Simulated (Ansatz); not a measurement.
Ni (fcc (Cu type), Fm-3m) under volume change, DFT-PBE+D3(BJ) in the program Ansatz with PAW potentials, scaled uniformly.

```json
[
 {"V (Å³/atom)": "9.574", "E − E(relaxed) (meV/atom)": "___", "P (GPa)": "___"},
 {"V (Å³/atom)": "9.890", "E − E(relaxed) (meV/atom)": "29.3", "P (GPa)": "15.83"},
 {"V (Å³/atom)": "10.205", "E − E(relaxed) (meV/atom)": "6.9", "P (GPa)": "7.21"},
 {"V (Å³/atom)": "10.521", "E − E(relaxed) (meV/atom)": "0.0", "P (GPa)": "0.00"},
 {"V (Å³/atom)": "10.836", "E − E(relaxed) (meV/atom)": "6.1", "P (GPa)": "-6.02"},
 {"V (Å³/atom)": "11.152", "E − E(relaxed) (meV/atom)": "___", "P (GPa)": "___"},
 {"V (Å³/atom)": "11.468", "E − E(relaxed) (meV/atom)": "48.8", "P (GPa)": "-14.95"}
]
```

Problem. Complete the blanks.

Solution. 
- 9.574, E − E(relaxed) (meV/atom): 70.4
- 9.574, P (GPa): 26.12
- 11.152, E − E(relaxed) (meV/atom): 23.0
- 11.152, P (GPa): -10.98

Problem. What does a third-order Birch–Murnaghan fit give for V₀, B₀ and B′?

Solution. V₀ = 10.52 Å³/atom, B₀ = 218 GPa, B′ = 5.1.

The cell was relaxed with PBE+D3(BJ) under the symmetry of its start. The final state is ferromagnetic, chosen from 3 collinear starts compared on coarse meshes (ties went to the first, and starts can fall back to one state), not a proven ground state. Textbook magnetic order: ferromagnetic. The pairwise dispersion correction was not fitted to metals.

Potentials: the later of the program's two PAW sets.
